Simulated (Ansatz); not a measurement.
The following input was run with Ansatz 0.2.0.

```yaml
crystal:
  lattice:
    - [4.106277, -2.369427, -4.396164]
    - [4.106297, -2.36945, 4.396195]
    - [-1.375894, -7.120677, 1.5e-05]
  atoms:
    - { symbol: Ru, position: [0.1458301636, 0.3962291329, 0.5922152381] }
    - { symbol: Ru, position: [0.9388798405, 0.1892681596, 0.4077159608] }
    - { symbol: Ru, position: [0.6397383225, 0.8901183676, 0.6016694378] }
    - { symbol: Ru, position: [0.4396435591, 0.6900299651, 0.4049517033] }
    - { symbol: Ru, position: [0.2419016428, 0.492293241, 0.2053811094] }
    - { symbol: Ru, position: [0.5374934234, 0.7878731914, 0.9979774521] }
    - { symbol: Ru, position: [0.3438829564, 0.5942677822, 0.7974460892] }
    - { symbol: Ru, position: [0.06559448, 0.8011818687, 0.5982664135] }
    - { symbol: Ru, position: [0.8649264596, 0.5972278989, 0.4011367267] }
    - { symbol: Ru, position: [0.5507859532, 0.3159880736, 0.5982639088] }
    - { symbol: Ru, position: [0.34683517, 0.1153273182, 0.4011391514] }
    - { symbol: Ru, position: [0.1704286492, 0.8940523788, 0.2034107464] }
    - { symbol: Ru, position: [0.9723920536, 0.7042144358, 0.0001857606] }
    - { symbol: Ru, position: [0.7458924242, 0.5217523691, 0.7960508013] }
    - { symbol: Ru, position: [0.6436589796, 0.4208107629, 0.2034204502] }
    - { symbol: Ru, position: [0.4538111568, 0.2227783793, 0.0001916068] }
    - { symbol: Ru, position: [0.2713624642, 0.9962743758, 0.7960558652] }
    - { symbol: Ag, position: [0.0395238973, 0.2899213618, 0.0023340034] }
    - { symbol: Ag, position: [0.841276378, 0.0916728823, 0.7993202805] }
    - { symbol: Ag, position: [0.7392885782, 0.9896807727, 0.2025871594] }
basis:
  ecutwfc: 420
kpoints:
  mp_grid: { grid: [5, 5, 5] }
hamiltonian:
  xc: pbe
scf:
  occupations: { method: gaussian, width: 0.1 }
  n_extra_bands: 10
output:
  forces: true
  stress: true
  eigenvalues: true
  populations: true
  dos:
    method: { smearing: { sigma: 0.1, scheme: gaussian } }
    projected: true
    de: 0.02
  write_density: true
  write_potential: true
  elf: true
  volumetric_format: npy
```

Command:
```bash
ansatz run input.yaml --threads 4 --pin off --max-ram 9216MiB --backend cpu --events-out ev --progress --plain --runs-dir out
```

These are results of DFT PBE, scalar-relativistic, plane waves, PAW (Ansatz), not measurements.

Abridged output (iterations and final results):

```
SCF iter   1: F=—  HF=-122704.462486 eV  |F-HF|=—  |Δ(HF+E_count)|=         —  Δρ=1.01e-2  dr2=3.09e-1  ethr=1.77e-3  ⟨swp⟩=5.0  Hψ=32587  notcnv=0
SCF iter   2: F=—  HF=-122704.471948 eV  |F-HF|=—  |Δ(HF+E_count)|=   9.46e-3  Δρ=4.89e-3  dr2=4.10e-2  ethr=9.38e-5  ⟨swp⟩=1.0  Hψ=13860  notcnv=0
SCF iter   3: F=—  HF=-122704.476677 eV  |F-HF|=—  |Δ(HF+E_count)|=   4.73e-3  Δρ=1.23e-3  dr2=2.99e-3  ethr=1.25e-5  ⟨swp⟩=2.7  Hψ=19721  notcnv=0
SCF iter   4: F=—  HF=-122704.477105 eV  |F-HF|=—  |Δ(HF+E_count)|=   4.28e-4  Δρ=2.30e-4  dr2=1.87e-4  ethr=9.08e-7  ⟨swp⟩=2.2  Hψ=17346  notcnv=0
SCF iter   5: F=—  HF=-122704.477112 eV  |F-HF|=—  |Δ(HF+E_count)|=   7.14e-6  Δρ=8.29e-5  dr2=2.95e-5  ethr=5.67e-8  ⟨swp⟩=2.0  Hψ=16180  notcnv=0
SCF iter   6: F=—  HF=-122704.477296 eV  |F-HF|=—  |Δ(HF+E_count)|=   1.84e-4  Δρ=2.55e-5  dr2=3.06e-6  ethr=8.96e-9  ⟨swp⟩=2.1  Hψ=15311  notcnv=0
SCF iter   7: F=—  HF=-122704.477295 eV  |F-HF|=—  |Δ(HF+E_count)|=   2.26e-7  Δρ=6.99e-6  dr2=1.62e-7  ethr=9.30e-10  ⟨swp⟩=2.0  Hψ=19829  notcnv=0
SCF iter   8: F=-122704.477295 eV  HF=-122704.477295 eV  |F-HF|=3.40e-8  |Δ(HF+E_count)|=   6.07e-9  Δρ=2.89e-6  dr2=4.22e-8  ethr=3.04e-11  ⟨swp⟩=9.8  Hψ=70739  notcnv=0
SCF 1 converged in 8 iterations: F = -122704.477295 eV  dr2 = 4.22e-8
SCF converged after 8 iterations
Free energy (F): -122704.477295 eV
Harris-Foulkes:  -122704.477295 eV  (|F-HF|=3.40e-8)
Internal energy: -122704.388206 eV  (E = F + TS)
E sigma→0 (E₀):  -122704.432751 eV
Entropy (-TS):   -0.089089 eV (-4.454 meV/atom)
Fermi energy:    22.002749 eV
--- Per-component energies (eV) ---
  E_band       = -1727.312356
  E_kinetic    = 10312.972319
  E_local      = -28294.040043  (includes V_loc(G=0)·N_el)
  E_nonlocal   = 6071.582319
  E_hartree    = 9972.399206
  E_xc         = -3791.068278
  E_vxc        = -4767.828268  (∫ρ·V_xc dr)
  E_paw        = -70533.826092  (= ΣΔE_a)
  E_vpaw       = -4994.793768  (= ΣTr[D̂ρ^β])
  E_aug_tail   = -0.002137  (compensation charges beyond the density's cutoff)
  E_ewald      = -46442.405501
  E_smearing   = -0.089089  (= −TS)
--- Forces (eV/Å), atoms counted from 1 ---
  atom   1  Ru     0.01860433     0.03642848    -0.00019114
  atom   2  Ru    -0.01960783     0.01924561     0.00009879
  atom   3  Ru    -0.06626241     0.03004991     0.00039694
  atom   4  Ru    -0.05700640     0.04288549     0.00032251
  atom   5  Ru     0.07038351     0.02521615     0.00012700
  atom   6  Ru    -0.03157164    -0.01857245     0.00016875
  atom   7  Ru    -0.00214435     0.02906157     0.00012184
  atom   8  Ru    -0.04806786    -0.02812696    -0.02840919
  atom   9  Ru     0.01770164    -0.01641648     0.03681494
  atom  10  Ru    -0.04820706    -0.02826347     0.02810359
  atom  11  Ru     0.01741885    -0.01634280    -0.03732269
  atom  12  Ru     0.05620790    -0.00170789     0.03244580
  atom  13  Ru    -0.03466505     0.03328627    -0.01315229
  atom  14  Ru     0.06550299    -0.06980210    -0.01822230
  atom  15  Ru     0.05645850    -0.00131915    -0.03239217
  atom  16  Ru    -0.03424118     0.03324647     0.01292217
  atom  17  Ru     0.06595542    -0.06978693     0.01827446
  atom  18  Ag     0.00221426     0.01985552    -0.00005467
  atom  19  Ag    -0.00920685    -0.02368878    -0.00004042
  atom  20  Ag    -0.01946796     0.00475517    -0.00001272
--- Stress (GPa, compression-positive) ---
       -0.242465      -0.061217      -0.000048
       -0.061217      -0.075658       0.000290
       -0.000048       0.000290       0.116937
  P = ⅓ Tr σ = -0.0671 GPa (-0.671 kbar)
--- Band table (eV; the first three rows and the last of 63) ---
  k-point 0: bands = ["-70.4234", "-70.3707", "-70.3502", "-51.0770", "-50.9793", "-50.9524", "-50.9037", "-50.8839", "-50.8516", "-50.8395", "-50.8382", "-50.8137", "-50.8044", "-50.7874", "-50.7705", "-50.7619", "-50.7387", "-50.7261", "-50.6519", "-50.6437", "-33.9126", "-33.8982", "-33.8904", "-33.8663", "-33.8531", "-33.8170", "-33.8139", "-33.8005", "-33.7721", "-21.4073", "-21.3385", "-21.3271", "-21.2939", "-21.2635", "-21.2511", "-21.2103", "-21.1793", "-21.1259", "-21.0954", "-21.0734", "-21.0665", "-21.0510", "-21.0263", "-20.9966", "-20.9743", "-20.9375", "-20.9085", "-20.8862", "-20.8722", "-20.8365", "-20.8279", "-20.7749", "-20.7690", "-20.7435", "-20.7411", "-20.7298", "-20.7 ...
  k-point 1: bands = ["-70.4234", "-70.3708", "-70.3502", "-51.0759", "-50.9792", "-50.9558", "-50.9015", "-50.8837", "-50.8516", "-50.8397", "-50.8381", "-50.8148", "-50.8039", "-50.7877", "-50.7702", "-50.7601", "-50.7399", "-50.7262", "-50.6519", "-50.6436", "-33.9127", "-33.8983", "-33.8904", "-33.8663", "-33.8532", "-33.8171", "-33.8139", "-33.8004", "-33.7721", "-21.4007", "-21.3380", "-21.3184", "-21.2967", "-21.2770", "-21.2751", "-21.2064", "-21.1790", "-21.1148", "-21.1038", "-21.0894", "-21.0868", "-21.0446", "-21.0133", "-20.9927", "-20.9625", "-20.9243", "-20.8845", "-20.8624", "-20.8620", "-20.8406", "-20.8320", "-20.7794", "-20.7768", "-20.7643", "-20.7470", "-20.7213", "-20.7 ...
  k-point 2: bands = ["-70.4234", "-70.3708", "-70.3502", "-51.0742", "-50.9788", "-50.9610", "-50.8983", "-50.8833", "-50.8515", "-50.8399", "-50.8382", "-50.8165", "-50.8033", "-50.7880", "-50.7700", "-50.7565", "-50.7427", "-50.7262", "-50.6519", "-50.6434", "-33.9127", "-33.8983", "-33.8904", "-33.8663", "-33.8532", "-33.8171", "-33.8139", "-33.8002", "-33.7721", "-21.3876", "-21.3523", "-21.3093", "-21.3040", "-21.2885", "-21.2730", "-21.2062", "-21.1967", "-21.1259", "-21.1157", "-21.0998", "-21.0846", "-21.0589", "-20.9892", "-20.9562", "-20.9550", "-20.9250", "-20.8800", "-20.8481", "-20.8470", "-20.8376", "-20.8172", "-20.7849", "-20.7648", "-20.7542", "-20.7502", "-20.7373", "-20.7 ...
  k-point 62: bands = ["-70.4234", "-70.3707", "-70.3502", "-51.0723", "-50.9770", "-50.9540", "-50.9052", "-50.8932", "-50.8586", "-50.8449", "-50.8209", "-50.8182", "-50.8047", "-50.7859", "-50.7682", "-50.7604", "-50.7413", "-50.7249", "-50.6488", "-50.6452", "-33.9126", "-33.8983", "-33.8903", "-33.8663", "-33.8532", "-33.8171", "-33.8139", "-33.8003", "-33.7721", "-21.3476", "-21.3322", "-21.3199", "-21.2898", "-21.2678", "-21.2387", "-21.2138", "-21.2025", "-21.1613", "-21.1404", "-21.1215", "-21.0597", "-21.0228", "-21.0073", "-20.9840", "-20.9517", "-20.9264", "-20.9035", "-20.8891", "-20.8657", "-20.8437", "-20.8354", "-20.8166", "-20.7979", "-20.7788", "-20.7499", "-20.7337", "-20. ...
--- Löwdin populations: 20 sites ---
  site symbol q [e]
     0     Ru     15.9467
     1     Ru     16.0292
     2     Ru     15.9588
     3     Ru     15.8837
     4     Ru     15.9128
     5     Ru     15.9791
     6     Ru     15.9218
     7     Ru     15.9542
     8     Ru     15.9529
     9     Ru     15.9542
    10     Ru     15.9529
    11     Ru     15.9834
    12     Ru     16.0405
    13     Ru     15.9809
    14     Ru     15.9834
    15     Ru     16.0405
    16     Ru     15.9809
    17     Ag     18.5145
    18     Ag     18.5210
    19     Ag     18.5374
  spilling = 0.005992 (of n_electrons = 329.000000)
```

The run converged.

The run took 95 s on 4 threads of Intel(R) Xeon(R) Platinum 8488C (Sapphire Rapids), with other jobs on the host, peak memory 2.9 GiB.